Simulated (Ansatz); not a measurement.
The relaxed structure here is a generated cell of ZnInGaO4: the first start was made by a random draw of sites in a space group, and the end was not matched to a known phase here, so it may be hypothetical. Known forms of ZnInGaO4 include space group No. 160.

The end point of a relaxation of ZnInGaO₄. Space group I-4 (No. 82). The numbers are results of PBEsol (plane waves to 420 eV, PAW, scalar-relativistic; Ansatz, a first-principles code), not measurements.

```cif
data_Ga2In2O8Zn2
_chemical_formula_sum 'Ga2 In2 O8 Zn2'
_space_group_name_H-M_alt 'I-4'
_space_group_IT_number 82
_space_group_name_Hall 'I -4'
_cell_length_a 5.79412
_cell_length_b 5.79412
_cell_length_c 5.68517
_cell_angle_alpha 90.000
_cell_angle_beta 90.000
_cell_angle_gamma 90.000
loop_
_atom_site_label
_atom_site_type_symbol
_atom_site_symmetry_multiplicity
_atom_site_Wyckoff_symbol
_atom_site_fract_x
_atom_site_fract_y
_atom_site_fract_z
_atom_site_occupancy
Ga1 Ga 2 c 0.00000 0.50000 0.25000 1
In1 In 2 d 0.50000 0.00000 0.25000 1
O1 O 8 g 0.19083 0.35453 0.03049 1
Zn1 Zn 2 b 0.00000 0.00000 0.50000 1
```
(The calculation used a cell of 7 atoms; values per cell refer to that cell.)

Task: Predict the band gap from PBEsol.

Result: 0.85 eV, indirect (valence top at M, conduction bottom at Γ) (no spin-orbit coupling).

Task: What smallest direct gap does PBEsol give?

Result: 0.92 eV at Γ.

No spin polarisation in the result.

The run could not lose the symmetry of its start: the end is stationary, and may be a saddle point rather than a minimum.
